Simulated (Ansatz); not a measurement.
Recipe of this trial structure of Ta3N: random cell by space group and Wyckoff sites (R-3m, No. 166). Its size is a rough estimate.

```yaml
crystal:
  lattice:
    - [2.16213, 1.24831, 4.31322]
    - [-2.16213, 1.24831, 4.31322]
    - [0.00000, -2.49661, 4.31322]
  atoms:
    - { symbol: Ta, position: [0.70201, 0.70201, 0.70201] }
    - { symbol: Ta, position: [0.29799, 0.29799, 0.29799] }
    - { symbol: Ta, position: [0.50000, 0.50000, 0.50000] }
    - { symbol: N, position: [0.00000, 0.00000, 0.00000] }
```

All numbers below come from DFT PBE, scalar-relativistic, plane waves, PAW in Ansatz 0.2.0. Cutoff 420 eV, Gaussian smearing, Γ-centred meshes. Cell and atoms relax first on a coarse mesh and then on a finer one. In between, the cell is made exact in the group found at 0.06 Å. In metals the finer mesh still leaves noise of several meV/atom or more. The steps can't lower the symmetry of their start. No spin polarisation in the relaxation; trial moments died out in a coarse test.

A guess keeps its type if space group and coordination stay and the shape of the cell changes little (axis ratios within about 15 %, angles within 6°); the volume may change.

Question: Will the relaxed cell still be of the starting type?

Answer: It doesn't keep its type. The symmetry stays R-3m (No. 166). The volume per atom shrinks by 14.1 %, from 17.5 to 15.0 Å³. The shortest distance goes from 2.54 Å (Ta–N) to 2.18 Å (Ta–N). The ratio c/a of the conventional cell changes by a factor of 2.38. Counting neighbours within 15 % of an atom's shortest distance, the start has N 6, Ta 2/7 and the end N 6, Ta 3/12. In detail, at the end around Ta on a site of symmetry 3m lie 3 N at 2.18 Å and 12 Ta at 2.98–3.09 Å; Ta on a site of symmetry -3m has 12 Ta at 2.98–3.08 Å; around N lie 6 Ta at 2.18 Å.

```xyz
4
Lattice="1.5396 0.8889 7.3083 -1.5396 0.8889 7.3083 0.0000 -1.7778 7.3083" Properties=species:S:1:pos:R:3 pbc="T T T"
Ta    0.0000    0.0000   15.8781
Ta    0.0000    0.0000    6.0466
Ta    0.0000    0.0000   10.9624
N     0.0000    0.0000    0.0000
```

Energies over the elements count from the elements' standard structures at the same level (N₂ as a molecule), with no fitted energy shifts.

Question: At what energy does it end?

Answer: −0.57 eV/atom. It lies below the elements, which doesn't yet make it stable against other compounds or structures.

The last run used an 18×18×18 mesh for its 4-atom cell and Gaussian smearing of 0.10 eV. These runs have no spin–orbit coupling, which can matter for Ta. Symmetry constrained the relaxation, so the result can be a saddle point.

In counts of neighbours, a slash parts the counts of unlike sites.
